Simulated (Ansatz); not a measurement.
Values for one crystal, relaxed and computed with DFT-PBEsol in the program Ansatz with PAW potentials; other levels are named.

| Quantity | Result |
|---|---|
| Volume per atom | 11.40 Å³ |
| Electronic character | metallic (no gap) |
| Gap with spin–orbit coupling | none (metallic) |
| Mechanical stability | stable (all eigenvalues of C positive) |
| Hill bulk and shear moduli | 284 and 167 GPa |
| Density of states at the Fermi level | 0.30 states/eV per atom (mean over ±0.08 eV) |
| Bulk modulus (Birch–Murnaghan fit) | 2840 kbar |

Q: Pick the material that matches.
(A) HfN, rock salt
(B) MgTiNO, P4/nmm (Ti on 2c, N on 2c, Mg on 2c, O on 2c)
(C) Ta2GeN, P6_3/mmc (Ge on 2d, Ta on 4f, N on 2a)
(D) Hf2SiN, P6_3/mmc (Si on 2d, Hf on 4f, N on 2a)

A: A, HfN, rock salt

Space group Fm-3m (rock salt). Symmetry was held in the PBEsol relaxation. The run is not spin-polarised. With an odd number of electrons in the cell and no spin polarisation, the count alone makes it a metal. As this level gives no gap, shear constants depend on the k-mesh and smearing (Fermi–Dirac, 0.1 eV here). Scalar-relativistic: spin–orbit coupling is off unless named, which matters more the heavier the elements.

Potentials: the earlier of the program's two PAW sets. The files were generated under PBE; for other functionals the program regenerates the frozen cores, and for LDA and PBEsol the local potential too.
